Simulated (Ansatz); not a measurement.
Start of a relaxation of MnB3Ir:

```cif
data_structure
_symmetry_space_group_name_H-M 'P6/mmm'
_symmetry_Int_Tables_number 191
_cell_length_a 3.8244
_cell_length_b 3.8244
_cell_length_c 4.6488
_cell_angle_alpha 90.000
_cell_angle_beta 90.000
_cell_angle_gamma 120.000
_cell_volume 58.88
loop_
_atom_site_label
_atom_site_type_symbol
_atom_site_symmetry_multiplicity
_atom_site_Wyckoff_symbol
_atom_site_fract_x
_atom_site_fract_y
_atom_site_fract_z
_atom_site_occupancy
Mn1 Mn 1 a 0.00000 0.00000 0.00000 1
B1 B 3 f 0.50000 0.00000 0.00000 1
Ir1 Ir 1 b 0.00000 0.00000 0.50000 1
```

Theory: DFT PBE, scalar-relativistic, plane waves, PAW (Ansatz). Cutoff 420 eV, Gaussian smearing, Γ-centred meshes. Cell and atoms relax first on a coarse mesh and then on a finer one. In between, the cell is made exact in the group found at 0.06 Å. In metals the finer mesh still leaves noise of several meV/atom or more. The steps can't lower the symmetry of their start. Collinear spin, starting moments Mn 4.0 μB; they died out on the coarse mesh, so the last step has no spin.

A guess keeps its type if space group and coordination stay and the shape of the cell changes little (axis ratios within about 15 %, angles within 6°); the volume may change.

Problem. Will the relaxed cell still be of the starting type?

Solution. It keeps its type. The symmetry stays P6/mmm (No. 191). The volume per atom grows by 2.7 %, from 11.8 to 12.1 Å³. The shortest distance goes from 1.91 Å (Mn–B and B–B) to 1.96 Å (Mn–B and B–B). The ratio c/a of the conventional cell changes by a factor of 0.96. Counting neighbours within 15 % of an atom's shortest distance, the start has B 6, Ir 2, Mn 6 and the end B 6, Ir 2, Mn 6.

Energies over the elements count from the elements' standard structures at the same level, with no fitted energy shifts.

Problem. At what energy does it end?

Solution. +0.93 eV/atom. The separate elements lie lower, so it is unstable against them.

The last run used a 12×12×8 mesh (in the run's order of axes) for its 5-atom cell and Gaussian smearing of 0.10 eV. These runs have no spin–orbit coupling, which can matter for Ir. Trial moments died out on the coarse mesh, so the last step has no spin; another magnetic start might hold. Symmetry constrained the relaxation, so the result can be a saddle point.
